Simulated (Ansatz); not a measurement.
**HfO₂, first-principles data**

HfO2:
```yaml
crystal:
  lattice:
    - [3.56708, 0.00000, 0.00000]
    - [0.00000, 3.56708, 0.00000]
    - [0.00000, 0.00000, 5.16594]
  atoms:
    - { symbol: Hf, position: [0.00000, 0.00000, 0.00000] }
    - { symbol: Hf, position: [0.50000, 0.50000, 0.50000] }
    - { symbol: O, position: [0.00000, 0.50000, 0.20010] }
    - { symbol: O, position: [0.00000, 0.50000, 0.70010] }
    - { symbol: O, position: [0.50000, 0.00000, 0.29990] }
    - { symbol: O, position: [0.50000, 0.00000, 0.79990] }
```

Space group P4_2/nmc (No. 137); conventional cell a = 3.567 Å, b = 3.567 Å, c = 5.166 Å, α = 90.00°, β = 90.00°, γ = 90.00°.

Method: DFT-PBEsol in the program Ansatz with PAW potentials. Geometry: relaxed at this level of theory. Other levels are named where they apply.

Cell and energy:

```yaml
volume_per_atom: 10.96 Å³
density: 10.63 g/cm³
Formation energy from the elements (no fitted shifts): -3.48 eV/atom
```

Electronic structure:

```yaml
band_gap: 4.57 eV (indirect)
valence_band_maximum: at A
conduction_band_minimum: at Γ
smallest_direct_gap_on_the_standard_path: 4.65 eV
electron_effective_mass: 0.79, 0.79, 0.99 mₑ (principal values)
Electron effective mass with spin–orbit coupling: 0.81, 0.81, 1.0 mₑ (principal values)
HSE06 gap on the PBEsol cell: 6.34 eV
Gap with spin–orbit coupling: 4.57 eV
```

Mechanics:

```yaml
Bulk modulus (Birch–Murnaghan fit): 193 GPa
Pressure derivative B′: 5.8
Elastic constants (relaxed ions, GPa): C11 = 388, C12 = 240, C13 = 73.1, C33 = 321, C44 = 24.1, C66 = 179
mechanical_stability: stable (all eigenvalues of C positive)
hill_bulk_and_shear_moduli: 201 and 69.4 GPa
Young's modulus: 187 GPa
Poisson's ratio: 0.35
debye_temperature_from_the_elastic_constants: 385 K
```

Dielectric response:

```yaml
Electronic dielectric constant ε∞ (DFPT): 5.35 (xx = yy), 4.85 (zz)
Born charges (a third of the trace): Hf +5.31, O -2.66 e
```

This is a known high-temperature phase of the composition, computed here at zero pressure and temperature. Symmetry was held in the PBEsol relaxation; whether a distortion lowers the energy is not shown. The run is not spin-polarised. The references are the lowest solids computed at this level, not always the standard phases (solids in place of the gases). Scalar-relativistic: spin–orbit coupling is off unless named, which matters more the heavier the elements.

Potentials: the later of the program's two PAW sets.
